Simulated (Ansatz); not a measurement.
Cr3GeN (anti-perovskite, space group No. 221) at seven volumes, DFT-PBEsol in the program Ansatz with PAW potentials, scaled uniformly. One row is withheld.

| V (Å³/atom) | P (GPa) |
|---|---|
| 9.776 | 30.98 |
| 10.098 | 18.94 |
| 10.421 | ? |
| 10.743 | 0.02 |
| 11.065 | -7.37 |
| 11.387 | -13.63 |
| 11.710 | -18.95 |

Q: Fit the shown pressures and predict the withheld one.

A: Third-order Birch–Murnaghan: P = (3/2)B₀(x^(7/2) − x^(5/2))[1 + (3/4)(B′ − 4)(x − 1)] with x = (V₀/V)^(2/3). Least squares on the six rows gives V₀ = 10.743 Å³/atom, B₀ = 266.3 GPa, B′ = 4.43. At V = 10.421, x = 1.0205 and P = 8.67 GPa. The run itself gave 8.71 GPa.

Space group Pm-3m (anti-perovskite). A made-up cell: these elements were put on the sites of a structure type; neither database checked (COD, Materials Project) lists it. COD files the formula under space group No. 113. Whether it is the stable phase at ambient conditions was not checked. Symmetry was held in the PBEsol relaxation. At this level the phase is dynamically unstable (imaginary phonons). The workflow began spin-polarised and lost its moments.

Potentials: the earlier of the program's two PAW sets. The files were generated under PBE; for other functionals the program regenerates the frozen cores, and for LDA and PBEsol the local potential too.
